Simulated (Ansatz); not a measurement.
MgTl (CsCl type, Pm-3m) at seven volumes, plane-wave PAW PBEsol (Ansatz code), scaled uniformly. One row is withheld.

```csv
V (Å³/atom),P (GPa)
21.645,4.65
22.359,?
23.072,1.31
23.786,0.00
24.500,-1.10
25.213,-2.03
25.927,-2.80
```

Fit the shown pressures and predict the withheld one.

P = (3/2)B₀(x^(7/2) − x^(5/2))[1 + (3/4)(B′ − 4)(x − 1)] with x = (V₀/V)^(2/3). Least squares on the six rows gives V₀ = 23.787 Å³/atom, B₀ = 39.7 GPa, B′ = 4.58. At V = 22.359, x = 1.0421 and P = 2.83 GPa. The run itself gave 2.84 GPa.

The workflow started from an entry of the Crystallography Open Database (COD). Whether it is the stable phase at ambient conditions was not checked. The cell was relaxed with PBEsol under the symmetry of its start; of distortions, only those at the zone centre were tested. Spin–orbit coupling is left out wherever it is not named.

Potentials: the later of the program's two PAW sets.
